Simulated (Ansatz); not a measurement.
Relaxed NaCl (rock salt):

```yaml
crystal:
  lattice:
    - [0.00000, 5.69553, 5.69553]
    - [2.84776, 2.84776, 5.69553]
    - [2.84776, 2.84776, 0.00000]
  atoms:
    - { symbol: Cl, position: [0.00000, 0.00000, 0.00000] }
    - { symbol: Cl, position: [0.50000, 0.00000, 0.00000] }
    - { symbol: Na, position: [0.00000, 0.50000, 0.50000] }
    - { symbol: Na, position: [0.50000, 0.50000, 0.50000] }
```

A phonon eigenvector at X = (0.5, 0.5, 0.0) is frozen into this cell: atom i moves by Q times the vector below, so Q is the largest atomic displacement, in Å. The cell is held. It is one choice among 2 degenerate patterns. (q is in reciprocal vectors of the primitive cell; the cell shown is doubled to hold the pattern.)

```
atom      x       y      z
----  -----  ------  -----
Cl1   0.000  -0.748  0.000
Cl2   0.000   0.748  0.000
Na3   0.000  -1.000  0.000
Na4   0.000   1.000  0.000
```

The numbers are results of PBE (plane waves to 420 eV, PAW, scalar-relativistic; Ansatz, a quantum-chemistry and plane-wave program), not measurements. k mesh 10×10×10 (Γ-centred), Fermi-Dirac smearing 0.05 eV. The energy includes the smearing's −TS. NaCl was relaxed with its symmetry unable to fall. The zero of ΔE is the undisplaced structure.

| Q (Å) | ΔE (meV/cell) |
|---|---|
| -0.1000 | 42.8 |
| -0.0833 | 29.2 |
| -0.0667 | 18.4 |
| -0.0500 | withheld |
| -0.0333 | 4.5 |
| -0.0167 | 1.1 |
| 0.0000 | 0.0 |
| 0.0167 | 1.1 |
| 0.0333 | 4.5 |
| 0.0500 | withheld |
| 0.0667 | 18.4 |
| 0.0833 | 29.2 |
| 0.1000 | 42.8 |

**Question.** Fit an even polynomial form (powers 2, 4) to the given rows and predict ΔE at Q = 0.0500.

**Answer.** Least squares on the 11 given rows: ΔE = (4029)·Q² + (25190)·Q⁴, in meV/cell with Q in Å; root-mean-square residual 0.02 meV/cell. At 0.0500 the fit gives 10.2 meV/cell; the calculation gives 10.2 meV/cell, the same to the digits shown. The quadratic term alone would give 10.1 meV/cell.

(For displaced atoms, the force is minus the slope of the energy, and its curvature is a force constant, which sets phonon frequencies.)
